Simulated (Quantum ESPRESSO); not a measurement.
Inputs of pw.x and gipaw.x (a modified build of Quantum ESPRESSO, PBE) for TiO$_{2}$; the starting potential comes from an earlier run on another mesh:

```
&CONTROL
  calculation = 'scf'
  prefix = 'x'
  pseudo_dir = './pseudo'
  outdir = './out'
  tprnfor = .true.
/
&SYSTEM
  ibrav = 0
  nat = 6
  ntyp = 2
  ecutwfc = 45
  ecutrho = 180
  occupations = 'fixed'
  nbnd = 24
/
&ELECTRONS
  conv_thr = 1e-11
  startingpot = 'file'
/
ATOMIC_SPECIES
Ti 47.867 Ti.GGA_PBE-JTH.UPF
O 15.999 O.GGA_PBE-JTH.UPF
CELL_PARAMETERS angstrom
   -1.891270000000     1.891270000000     4.807510000000
    1.891270000000    -1.891270000000     4.807510000000
    1.891270000000     1.891270000000    -4.807510000000
ATOMIC_POSITIONS crystal
Ti     0.000000000000     0.000000000000     0.000000000000
Ti     0.750000000000     0.250000000000     0.500000000000
O      0.957150000000     0.457150000000     0.500000000000
O      0.207150000000     0.207150000000     0.000000000000
O      0.792850000000     0.792850000000     0.000000000000
O      0.542850000000     0.042850000000     0.500000000000
K_POINTS automatic
7 7 7 1 1 1
```

```
&INPUTGIPAW
  job = 'nmr'
  prefix = 'x'
  tmp_dir = './out/'
  restart_mode = 'from_scratch'
  pawproj(1) = .true.
  pawproj(2) = .true.
  use_nmr_macroscopic_shape = .false.
/
```

The cell comes from the Materials Project (a computed structure). It is TiO2 in I4₁/amd. Stability against distortions was not tested. The run has no spin polarisation.

Question: Predict the shielding tensors that the run ends with.

Answer: 
```
     f-sum rule (should be   -35.4520):
           -35.4521          0.0000         -0.0000
             0.0000        -35.4521          0.0000
            -0.0000          0.0000        -35.4536

     Total NMR chemical shifts in ppm: ---------------------------------------
     (adopting the Simpson convention for anisotropy and asymmetry)-----------

     Atom  1  Ti  pos: (  0.000000  0.000000  0.000000)  Total sigma:        -148.38
          -102.2039         -0.0000          0.0000
            -0.0000       -102.2039         -0.0000
             0.0000         -0.0000       -240.7220

     Ti      1    anisotropy:   -138.52    eta:    0.0000

     Atom  2  Ti  pos: (  0.000000  0.343777  0.436931)  Total sigma:        -148.38
          -102.2039          0.0000          0.0000
             0.0000       -102.2039         -0.0000
             0.0000         -0.0000       -240.7220

     Ti      2    anisotropy:   -138.52    eta:    0.0000

     Atom  3  O   pos: (  0.000000  0.343777  0.798972)  Total sigma:        -363.46
          -308.7084          0.0000         -0.0000
            -0.0000       -287.5346         -0.0000
             0.0000         -0.0000       -494.1251

     O       3    anisotropy:   -196.00    eta:    0.1620

     Atom  4  O   pos: (  0.000000  0.000000  0.362041)  Total sigma:        -363.46
          -287.5346          0.0000          0.0000
             0.0000       -308.7084          0.0000
             0.0000          0.0000       -494.1251

     O       4    anisotropy:   -196.00    eta:    0.1620

     Atom  5  O   pos: (  0.000000  0.000000  1.385683)  Total sigma:        -363.46
          -308.7084         -0.0000          0.0000
             0.0000       -287.5346          0.0000
             0.0000          0.0000       -494.1251

     O       5    anisotropy:   -196.00    eta:    0.1620

     Atom  6  O   pos: ( -0.000000  0.343777  0.074890)  Total sigma:        -363.46
          -287.5346         -0.0000         -0.0000
             0.0000       -308.7084          0.0000
            -0.0000         -0.0000       -494.1251

     O       6    anisotropy:   -196.00    eta:    0.1620
```
The printed anisotropy is 3/2 (σ_33 − σ_iso) in the program's own order; the axes are left out here. Anisotropies that symmetry doesn't fix are less certain than the isotropic values. These are absolute shieldings with no macroscopic susceptibility term; δ = σ_ref − σ needs a reference computed alike. By our sweeps, such settings leave a few ppm in absolute σ. Static lattice: thermal averaging is not included.
